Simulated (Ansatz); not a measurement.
## Data sheet: MoS2 (DFT)

MoS2:
```
CELL_PARAMETERS angstrom
      3.17222     0.00000     0.00000
     -1.58611     2.74722     0.00000
      0.00000     0.00000     6.86857
ATOMIC_POSITIONS crystal
  Mo 0.00000 0.00000 0.00000
  S  0.33333 0.66667 0.22629
  S  0.33333 0.66667 0.77371
```

Space group P-6m2 (No. 187); conventional cell a = 3.172 Å, b = 3.172 Å, c = 6.869 Å, α = 90.00°, β = 90.00°, γ = 120.00°.

Method: plane-wave PAW r²SCAN+D4 (Ansatz code). The cell and atoms are relaxed at this level. Other levels are named where they apply.

### Cell and energy

| Quantity | Result |
|---|---|
| Volume per atom | 19.95 Å³ |
| Density | 4.44 g/cm³ |
| Formation energy from the elements (no fitted shifts) | -0.98 eV/atom |

### Electronic structure

| Quantity | Result |
|---|---|
| Band gap | 1.35 eV (indirect) |
| Valence-band maximum | at A |
| Conduction-band minimum | at K (2 equivalent valleys) |
| Smallest direct gap on the standard path | 1.78 eV |
| Hole effective mass | 0.72, 1.3, 1.3 mₑ (principal values) |
| Hole effective mass with spin–orbit coupling | 0.72, 1.3, 1.3 mₑ (principal values) |
| HSE06 gap on the r²SCAN+D4 cell | 1.77 eV |
| Gap with spin–orbit coupling | 1.35 eV |

### Mechanics

| Quantity | Value |
|---|---|
| Elastic constants (relaxed ions, GPa) | C11 = 209, C12 = 53.3, C13 = 3.6, C33 = 28.1, C44 = -6.0 |
| Mechanical stability | unstable (C has a negative eigenvalue) |
| Piezoelectric stress constants (proper, relaxed ions, C/m²) | e16 = e21 = 0.48, e22 = -0.48 |

### Dielectric response

| Property | Result |
|---|---|
| Electronic dielectric constant ε∞ (DFPT) | 13.2 (xx = yy), 3.95 (zz) |
| Static dielectric constant ε0 (ions relaxed, cell fixed) | 13.3 (xx = yy), 3.95 (zz) |
| Born charges (a third of the trace) | Mo -0.67, S +0.33 e |

### Phonons

| Property | Result |
|---|---|
| Highest zone-centre frequency (without LO–TO term) | 472 cm^-1 |
| Zone-centre stability | no imaginary mode at Γ |
| Dynamical stability on the path | unstable, down to 18i cm⁻¹ |

### Charges

| Property | Result |
|---|---|
| Bader charges | Mo +1.32, S -0.66 e |

The workflow started from a Materials Project entry (that database holds measured and hypothetical structures alike); the Crystallography Open Database copy checked does not list it. It is not the phase usual at ambient conditions (space group No. 160, 194). The cell keeps a stress of up to 0.2 GPa. Symmetry was held in the r²SCAN+D4 relaxation. No spin polarisation was allowed. Signs of piezoelectric constants follow the polarity of the cell as given. The references are the lowest solids computed at this level, not always the standard phases. Spin–orbit coupling is left out wherever it is not named.

Potentials: the later of the program's two PAW sets.
